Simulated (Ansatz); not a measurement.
In plane-wave PAW r²SCAN (Ansatz code), ScPtN2 in the trigonal phase (R-3m; Sc on 3b, Pt on 3a, N on 6c) relaxes to a = 3.239 Å, c = 17.919 Å. Sc has 6 nearest neighbours from 2.18 Å (octahedral); Pt has 2 nearest neighbours from 1.87 Å (linear). Against the elements it lies at -0.33 eV/atom, with no fitted shifts.

Electronic character: metallic (no gap). Gap from r²SCAN with spin–orbit coupling: none (metallic).

The bulk modulus is 110 GPa. Bader charges are Sc +1.92, Pt +0.64, N -1.28 e.

The start of the workflow was typed in or built on a structure type; neither database checked (COD, Materials Project) lists it. Its standing as an ambient phase is unchecked. The r²SCAN relaxation kept the symmetry of its start; whether a distortion lowers the energy is not shown. The run is not spin-polarised. With an odd number of electrons in the cell and no spin polarisation, the count alone makes it a metal. The references are the lowest solids computed at this level, not always the standard phases (solids in place of the gases). Spin–orbit coupling is left out wherever it is not named.

Potentials: the later of the program's two PAW sets.
